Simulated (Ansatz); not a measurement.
A geometry of SnO away from equilibrium: the start of the relaxation of a relaxed SnO cell, doubled along one cell vector, shaken by Gaussian noise of σ = 0.08 Å a coordinate. Computed with PBE (plane waves to 420 eV, PAW, scalar-relativistic; Ansatz, a first-principles code). Γ-centred k-mesh 4×8×4 on the run's cell (coarser than for final values), Fermi–Dirac smearing 0.05 eV.

```xyz
8
Lattice="6.9414 0.0000 0.0000 -1.7353 3.0057 0.0000 0.0000 0.0000 6.4351" Properties=species:S:1:pos:R:3 pbc="T T T"
Sn    -0.0185    -0.1027     0.0919
Sn     3.4471     0.0217    -0.0232
Sn    -0.0537    -0.0408     3.2739
Sn     3.6050    -0.0493     3.2909
O      0.0403     1.9597     1.6582
O      3.4383     1.9595     1.5128
O      1.7043     0.9681     4.7682
O      5.2178     0.8670     4.8725
```

Q: Give the Cartesian forces on all atoms (eV/Å).

A: 
```csv
atom,Fx,Fy,Fz
Sn1,0.21,0.25,0.30
Sn2,-0.32,-0.24,0.63
Sn3,0.71,0.44,0.10
Sn4,-0.59,-0.43,-0.22
O5,-0.18,-0.28,0.10
O6,0.11,0.16,-0.49
O7,0.03,0.10,-0.59
O8,0.02,0.00,0.16
```

Q: What is the pressure?

A: +0.3 GPa, compression positive.

Q: How much energy per atom can still be gained by relaxing?

A: 0.45 eV/atom; the path ends in P2₁/m (No. 11).

No spin polarisation in the result.

The end of the path is a generated cell of SnO: the first start was made by placing the elements on the sites of a structure type, and the end was not matched to a known phase here, so it may be hypothetical. Known forms of SnO include space group No. 129.
